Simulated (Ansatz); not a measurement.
# Band table of SrC2

```yaml
crystal:
  lattice:
    - [-2.05481, 2.05481, 3.39071]
    - [2.05481, -2.05481, 3.39071]
    - [2.05481, 2.05481, -3.39071]
  atoms:
    - { symbol: Sr, position: [0.00000, 0.00000, 0.00000] }
    - { symbol: C, position: [0.40749, 0.40749, 0.00000] }
    - { symbol: C, position: [0.59251, 0.59251, 0.00000] }
```

The base volume is that of a database entry, with shape and atoms relaxed on PAW files at held volume, so it needn't be at zero pressure; the structure needn't be the stable phase, at rest or compressed.

All numbers are LDA results (scalar-relativistic) from Ansatz 0.2.0, with a Γ-centred 12×12×12 k mesh, Fermi–Dirac smearing of 0.05 eV, no spin polarisation. Methods: LAPW: all electrons, basis error target 1 meV/atom.

Path points, in fractions of the reciprocal vectors: Γ (0.000, 0.000, 0.000), X (0.000, 0.000, 0.500), P (0.250, 0.250, 0.250), N (0.000, 0.500, 0.000), M (0.500, 0.500, -0.500), S (0.342, 0.658, -0.342), S0 (-0.342, 0.342, 0.342). The distance column jumps between branches of the path. Levels in eV from the valence-band top; bands 13 to 22, counted from the lowest band of the run. The gap is 1.53 eV, the pressure -3.55 GPa.

```
# k(1/Å) point b13 b14 b15 b16 b17 b18 b19 b20 b21 b22
0.000 Γ -15.07 -15.07 -14.96 -12.24 -2.20 -2.18 -0.87 -0.87 3.42 3.42
0.154 - -15.10 -15.07 -14.97 -12.19 -2.23 -2.22 -0.97 -0.90 3.28 3.62
0.309 - -15.17 -15.09 -14.98 -12.07 -2.32 -2.31 -1.12 -0.98 2.93 4.17
0.463 - -15.25 -15.13 -14.99 -11.97 -2.44 -2.41 -1.14 -1.07 2.50 4.98
0.618 - -15.29 -15.16 -15.00 -11.94 -2.54 -2.41 -1.13 -1.05 2.10 5.88
0.772 - -15.31 -15.19 -15.02 -11.97 -2.59 -2.24 -1.17 -0.93 1.79 6.31
0.927 - -15.31 -15.21 -15.03 -12.04 -2.62 -2.02 -1.19 -0.84 1.59 6.12
1.081 X -15.30 -15.22 -15.03 -12.07 -2.63 -1.91 -1.19 -0.81 1.53 6.02
1.147 - -15.30 -15.22 -15.03 -12.07 -2.66 -1.91 -1.21 -0.77 1.57 5.90
1.213 - -15.30 -15.22 -15.03 -12.06 -2.75 -1.89 -1.26 -0.66 1.71 5.59
1.280 - -15.29 -15.23 -15.04 -12.05 -2.85 -1.87 -1.33 -0.51 1.92 5.17
1.346 - -15.29 -15.23 -15.04 -12.04 -2.96 -1.83 -1.41 -0.36 2.20 4.72
1.412 - -15.28 -15.24 -15.04 -12.03 -3.05 -1.79 -1.50 -0.23 2.54 4.24
1.478 - -15.27 -15.25 -15.04 -12.03 -3.10 -1.73 -1.59 -0.15 2.92 3.78
1.544 P -15.26 -15.26 -15.05 -12.03 -3.12 -1.66 -1.66 -0.12 3.34 3.34
1.654 - -15.27 -15.25 -15.04 -12.01 -3.15 -1.68 -1.66 -0.13 3.39 3.40
1.763 - -15.31 -15.22 -15.04 -11.96 -3.23 -1.75 -1.66 -0.16 3.53 3.59
1.872 - -15.35 -15.18 -15.03 -11.90 -3.35 -1.84 -1.67 -0.20 3.76 3.91
1.981 - -15.40 -15.14 -15.03 -11.82 -3.47 -1.95 -1.67 -0.25 4.06 4.34
2.090 - -15.44 -15.10 -15.02 -11.76 -3.58 -2.05 -1.67 -0.29 4.38 4.86
2.200 - -15.47 -15.07 -15.02 -11.71 -3.65 -2.12 -1.67 -0.32 4.66 5.43
2.309 N -15.48 -15.06 -15.02 -11.69 -3.67 -2.14 -1.67 -0.33 4.78 5.86
2.437 - -15.46 -15.06 -15.02 -11.72 -3.63 -2.10 -1.63 -0.38 4.60 5.54
2.564 - -15.41 -15.06 -15.01 -11.79 -3.51 -1.99 -1.54 -0.51 4.25 4.99
2.692 - -15.33 -15.06 -15.00 -11.89 -3.32 -1.84 -1.39 -0.70 3.92 4.47
2.820 - -15.24 -15.06 -14.99 -12.01 -3.08 -1.70 -1.22 -0.89 3.68 4.03
2.947 - -15.15 -15.06 -14.98 -12.13 -2.80 -1.70 -1.05 -0.96 3.52 3.70
3.075 - -15.09 -15.07 -14.97 -12.21 -2.50 -1.90 -0.92 -0.91 3.45 3.49
3.203 Γ -15.07 -15.07 -14.96 -12.24 -2.20 -2.18 -0.87 -0.87 3.42 3.42
3.335 - -15.07 -15.07 -14.98 -12.22 -2.75 -1.56 -0.90 -0.90 3.56 3.56
3.467 - -15.08 -15.08 -15.02 -12.18 -3.20 -0.97 -0.97 -0.96 3.95 3.95
3.600 - -15.09 -15.09 -15.07 -12.14 -3.49 -1.06 -1.06 -0.46 3.87 4.55
3.732 - -15.12 -15.10 -15.10 -12.10 -3.62 -1.14 -1.14 -0.13 3.60 5.28
3.864 - -15.16 -15.11 -15.11 -12.09 -3.62 -1.20 -1.20 -0.01 3.39 5.78
3.997 - -15.18 -15.12 -15.12 -12.09 -3.56 -1.23 -1.23 -0.01 3.26 5.77
4.129 M -15.19 -15.12 -15.12 -12.09 -3.53 -1.24 -1.24 -0.03 3.21 5.77
4.198 - -15.19 -15.13 -15.12 -12.08 -3.53 -1.27 -1.25 -0.04 3.25 5.82
4.267 - -15.18 -15.15 -15.11 -12.06 -3.51 -1.37 -1.28 -0.05 3.38 5.96
4.337 - -15.18 -15.17 -15.11 -12.02 -3.49 -1.51 -1.33 -0.08 3.59 6.18
4.406 - -15.22 -15.16 -15.10 -11.97 -3.46 -1.68 -1.38 -0.13 3.86 6.31
4.475 - -15.27 -15.15 -15.10 -11.92 -3.42 -1.86 -1.45 -0.18 4.19 5.99
4.544 - -15.31 -15.14 -15.09 -11.86 -3.37 -2.04 -1.51 -0.25 4.56 5.66
4.613 S -15.36 -15.12 -15.08 -11.82 -3.31 -2.21 -1.57 -0.33 4.97 5.32
5.696 S0 -15.36 -15.12 -15.08 -11.82 -3.31 -2.21 -1.57 -0.33 4.97 5.32
5.846 - -15.43 -15.08 -15.07 -11.74 -3.15 -2.48 -1.64 -0.52 4.66 5.65
5.995 - -15.44 -15.06 -15.05 -11.73 -2.96 -2.61 -1.64 -0.73 4.11 5.02
6.144 - -15.40 -15.05 -15.02 -11.80 -2.74 -2.58 -1.53 -0.91 3.71 4.47
6.294 - -15.31 -15.05 -14.99 -11.92 -2.52 -2.45 -1.35 -1.02 3.48 4.02
6.443 - -15.20 -15.06 -14.98 -12.07 -2.34 -2.31 -1.13 -1.02 3.39 3.69
6.592 - -15.10 -15.06 -14.97 -12.19 -2.22 -2.22 -0.94 -0.93 3.40 3.49
6.741 Γ -15.07 -15.07 -14.96 -12.24 -2.20 -2.18 -0.87 -0.87 3.42 3.42
```
